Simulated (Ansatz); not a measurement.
Cu2O (cuprite type, space group Pn-3m)

```
CELL_PARAMETERS angstrom
      4.22208     0.00000     0.00000
      0.00000     4.22208     0.00000
      0.00000     0.00000     4.22208
ATOMIC_POSITIONS crystal
  Cu 0.75000 0.75000 0.75000
  Cu 0.75000 0.25000 0.25000
  Cu 0.25000 0.75000 0.25000
  Cu 0.25000 0.25000 0.75000
  O  0.00000 0.00000 0.00000
  O  0.50000 0.50000 0.50000
```

E(V) scan at fixed shape, V₀ the volume above. Symmetry pins the atoms to their sites.

Method: PBEsol (plane waves to 420 eV, PAW, scalar-relativistic; Ansatz, an electronic-structure program). k mesh 8×8×8 (Γ-centred), Fermi-Dirac smearing 0.05 eV. E stands for the smeared free energy. Compression counts positive. Cu2O is run without spin polarisation. Cu2O was relaxed with its symmetry unable to fall. The PAW data are Ansatz's earlier set. ΔE is measured from the relaxed starting cell.

| V (Å³/atom) | ΔE (meV/atom) |
|---|---|
| 11.791 | 20.7 |
| 11.979 | 11.3 |
| 12.167 | 4.9 |
| 12.356 | 1.2 |
| 12.544 | 0.0 |
| 12.732 | 1.1 |
| 12.920 | 4.3 |
| 13.108 | withheld |
| 13.296 | 16.4 |

Q: Fit a third-order Birch-Murnaghan form (E₀, V₀, B₀, B₀′ free) to the given rows and predict ΔE at V = 13.108.

A: Least squares on the 8 given rows: ΔE = E₀ + (9V₀B₀/16)·y²·[2 + (B₀′ − 4)y], y = (V₀/V)^(2/3) − 1, with V₀ = 12.545 Å³/atom, B₀ = 130.3 GPa (160.2 GPa = 1 eV/Å³; the term in eV is multiplied by 1000), B₀′ = 4.61, E₀ = 0.00 meV/atom; root-mean-square residual 0.01 meV/atom. At 13.108 the fit gives 9.5 meV/atom; the calculation gives 9.5 meV/atom, the same to the digits shown. For the pressure the fit gives -5.17 GPa against the computed -5.17 GPa.

(Under strain, the slope of the energy per volume gives the stress and its curvature an elastic modulus.)
